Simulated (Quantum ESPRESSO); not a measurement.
Ga2Hf3YTaIn, input and log of a self-consistent run

Simulated, not a measurement. The program is pw.x of Quantum ESPRESSO 7.5 (plane-wave density functional theory). The cell is made up: eight metal atoms on a hexagonal close-packed lattice, with elements, volume, strain and displacements drawn at random and not relaxed, so it may be unstable or far from any real phase. PseudoDojo standard norm-conserving files set the functional (PBE unless stated); there is no spin polarisation or spin-orbit coupling, the Fermi-Dirac width of 0.25 eV means electrons at about 2900 K, and the masses in the input are unused placeholders. Heavy elements are run without spin-orbit coupling, which real alloys of them have. A spin test at this wide smearing found no moment, but such smearing suppresses magnetism that the real alloy may have.

Input:

```
&control calculation='scf', pseudo_dir='./dojo.nc.sr.pbe.v0_5.standard.upf', outdir='./o', disk_io='minimal', tprnfor=.true., tstress=.true. /
&system ibrav=0, nat=8, ntyp=5, nbnd=64, ecutwfc=79.96652505, nosym=.true., tot_charge=0,
 occupations='smearing', smearing='fd', degauss=0.0183746611
/
&electrons conv_thr=1.470e-08, electron_maxstep=70, mixing_beta=0.5 /
ATOMIC_SPECIES
Ga 1.0 Ga.upf
Hf 1.0 Hf.upf
In 1.0 In.upf
Ta 1.0 Ta.upf
Y 1.0 Y.upf
CELL_PARAMETERS angstrom
4.7364 -2.7293 0.0468
-3.2106 -0.006 -5.1497
3.2026 5.5365 0.0116
ATOMIC_POSITIONS angstrom
Ga 0.1166 0.0178 -0.0243
Hf 1.5009 2.7895 -0.0468
Ga -0.074 1.7416 -2.5203
Y 1.461 4.6541 -2.6284
Ta 3.2051 0.0266 0.1589
Hf 4.7297 2.7715 0.0186
Hf 1.7542 -1.0223 -2.6302
In 3.0326 1.9239 -2.4873
K_POINTS automatic
5 5 4 1 1 1
```

The log is shortened where brackets say so; the opening notice, blank lines, dates and the lines on written files are dropped, and the path of the files is cut. It prints rydbergs, bohrs and kilobars, and counts compression as positive stress. Its total energy is the free energy E - TS of the whole cell.

```
     Program PWSCF v.7.5
     Parallel version (MPI & OpenMP), running on       4 processor cores
     Number of MPI processes:                 4
     Threads/MPI process:                     1
     [start-up lines left out]
     bravais-lattice index     =            0
     lattice parameter (alat)  =      10.3306  a.u.
     unit-cell volume          =    1208.7671 (a.u.)^3
     number of atoms/cell      =            8
     number of atomic types    =            5
     number of electrons       =        99.00
     number of Kohn-Sham states=           64
     kinetic-energy cutoff     =      79.9665  Ry
     charge density cutoff     =     319.8661  Ry
     scf convergence threshold =      1.5E-08
     mixing beta               =       0.5000
     number of iterations used =            8  plain     mixing
     Exchange-correlation= PBE
                           (   1   4   3   4   0   0   0)
     [axes and pseudopotential details left out]
   Cartesian axes
     site n.     atom                  positions (alat units)
         1        Ga     tau(   1) = (   0.0213292   0.0032561  -0.0044451  )
         2        Hf     tau(   2) = (   0.2745535   0.5102718  -0.0085609  )
         3        Ga     tau(   3) = (  -0.0135365   0.3185837  -0.4610281  )
         4        Y      tau(   4) = (   0.2672547   0.8513554  -0.4808024  )
         5        Ta     tau(   5) = (   0.5862957   0.0048658   0.0290669  )
         6        Hf     tau(   6) = (   0.8651845   0.5069791   0.0034024  )
         7        Hf     tau(   7) = (   0.3208886  -0.1870051  -0.4811317  )
         8        In     tau(   8) = (   0.5547410   0.3519311  -0.4549915  )
     number of k points=    50  Fermi-Dirac smearing, width (Ry)=  0.0184
                       cart. coord. in units 2pi/alat
        k(    1) = (   0.1415231   0.0419671  -0.1944376), wk =   0.0400000
        k(    2) = (   0.2487640   0.2269218  -0.2615129), wk =   0.0400000
     [further k points left out]
     Dense  grid:   116839 G-vectors     FFT dimensions: (  60,  72,  72)
     Estimated max dynamical RAM per process >     403.51 MB
     Estimated total dynamical RAM >       1.49 GB
     Initial potential from superposition of free atoms
     starting charge      98.9798, renormalised to      99.0000
     Starting wfcs are   77 randomized atomic wfcs
     total cpu time spent up to now is        5.6 secs
     per-process dynamical memory:   307.0 Mb
     Self-consistent Calculation
     iteration #  1     ecut=    79.97 Ry     beta= 0.50
     Davidson diagonalization with overlap
     ethr =  1.00E-02,  avg # of iterations =  2.0
     Threshold (ethr) on eigenvalues was too large:
     Diagonalizing with lowered threshold
     Davidson diagonalization with overlap
     ethr =  2.85E-04,  avg # of iterations =  4.8
     total cpu time spent up to now is       26.1 secs
     total energy              =    -989.00735429 Ry
     estimated scf accuracy    <       0.30713721 Ry
     iteration #  2     ecut=    79.97 Ry     beta= 0.50
     Davidson diagonalization with overlap
     ethr =  3.10E-04,  avg # of iterations =  6.8
     total cpu time spent up to now is       38.1 secs
     total energy              =    -989.01101678 Ry
     estimated scf accuracy    <       0.47771242 Ry
     iteration #  3     ecut=    79.97 Ry     beta= 0.50
     Davidson diagonalization with overlap
     ethr =  3.10E-04,  avg # of iterations =  2.6
     total cpu time spent up to now is       47.6 secs
     total energy              =    -989.07068770 Ry
     estimated scf accuracy    <       0.18246071 Ry
     iteration #  4     ecut=    79.97 Ry     beta= 0.50
     Davidson diagonalization with overlap
     ethr =  1.84E-04,  avg # of iterations =  2.0
     total cpu time spent up to now is       56.4 secs
     total energy              =    -989.09172803 Ry
     estimated scf accuracy    <       0.04689530 Ry
     iteration #  5     ecut=    79.97 Ry     beta= 0.50
     Davidson diagonalization with overlap
     ethr =  4.74E-05,  avg # of iterations =  5.1
     total cpu time spent up to now is       67.2 secs
     total energy              =    -989.09644943 Ry
     estimated scf accuracy    <       0.03260980 Ry
     [iterations 6 to 9 left out]
     iteration # 10     ecut=    79.97 Ry     beta= 0.50
     Davidson diagonalization with overlap
     ethr =  4.81E-08,  avg # of iterations =  2.3
     total cpu time spent up to now is      121.2 secs
     total energy              =    -989.10045450 Ry
     estimated scf accuracy    <       0.00000509 Ry
     iteration # 11     ecut=    79.97 Ry     beta= 0.50
     Davidson diagonalization with overlap
     ethr =  5.15E-09,  avg # of iterations =  5.3
     total cpu time spent up to now is      132.2 secs
     total energy              =    -989.10045582 Ry
     estimated scf accuracy    <       0.00000042 Ry
     iteration # 12     ecut=    79.97 Ry     beta= 0.50
     Davidson diagonalization with overlap
     ethr =  4.25E-10,  avg # of iterations =  2.6
     total cpu time spent up to now is      141.1 secs
     total energy              =    -989.10045589 Ry
     estimated scf accuracy    <       0.00000006 Ry
     iteration # 13     ecut=    79.97 Ry     beta= 0.50
     Davidson diagonalization with overlap
     ethr =  5.93E-11,  avg # of iterations =  4.9
     total cpu time spent up to now is      151.6 secs
     total energy              =    -989.10045591 Ry
     estimated scf accuracy    <       0.00000002 Ry
     iteration # 14     ecut=    79.97 Ry     beta= 0.50
     Davidson diagonalization with overlap
     ethr =  2.25E-11,  avg # of iterations =  2.0
     total cpu time spent up to now is      160.8 secs
     End of self-consistent calculation
     [lines on levels left out]
!    total energy              =    -989.10045590 Ry
     estimated scf accuracy    <          7.1E-09 Ry
     smearing contrib. (-TS)   =      -0.11495002 Ry
     internal energy E=F+TS    =    -988.98550588 Ry
     The total energy is F=E-TS. E is the sum of the following terms:
     one-electron contribution =    -254.90474104 Ry
     hartree contribution      =     183.92373273 Ry
     xc contribution           =    -254.66413205 Ry
     ewald contribution        =    -663.34036552 Ry
     convergence has been achieved in  14 iterations
     Forces acting on atoms (cartesian axes, Ry/au):
     atom    1 type  1   force =    -0.01017151   -0.00046461   -0.01308160
     atom    2 type  2   force =     0.01598710   -0.01936380    0.02726123
     atom    3 type  1   force =     0.00574804    0.00453089   -0.00709644
     atom    4 type  5   force =     0.02962041   -0.03275757    0.02836302
     atom    5 type  4   force =     0.01599891    0.00305922   -0.03120134
     atom    6 type  2   force =     0.00111869    0.00491609    0.00383907
     atom    7 type  2   force =    -0.06325040    0.06271235   -0.00268583
     atom    8 type  3   force =     0.00494876   -0.02263257   -0.00539811
     Total force =     0.119553     Total SCF correction =     0.000254
     Computing stress (Cartesian axis) and pressure
          total   stress  (Ry/bohr**3)                   (kbar)     P=      -42.25
  -0.00029735  -0.00023001  -0.00013501          -43.74      -33.84      -19.86
  -0.00023001  -0.00029976  -0.00006000          -33.84      -44.10       -8.83
  -0.00013501  -0.00006000  -0.00026456          -19.86       -8.83      -38.92
     init_run     :      5.30s CPU      5.48s WALL (       1 calls)
     electrons    :    154.70s CPU    155.25s WALL (       1 calls)
     forces       :      1.87s CPU      1.88s WALL (       1 calls)
     stress       :      6.82s CPU      6.95s WALL (       1 calls)
     [timing details left out]
     PWSCF        :   2m48.83s CPU   2m49.72s WALL
     JOB DONE.
```

In other units: free energy -13457.397 eV for the cell, pressure -4.23 GPa, largest force component 1.626 eV/Å in size. The run took 171 s of wall time with four MPI processes on a shared machine (AMD EPYC, Zen 5, virtual cores), so the time is rough. A rerun of this cell at a higher cutoff and on a denser mesh moved values by no more than 0.002 eV in energy, 0.02 GPa in stress and 0.004 eV/Å in force, and a second program with other atomic files agreed on that cell to 2 % rms in force and 0.5 GPa in pressure.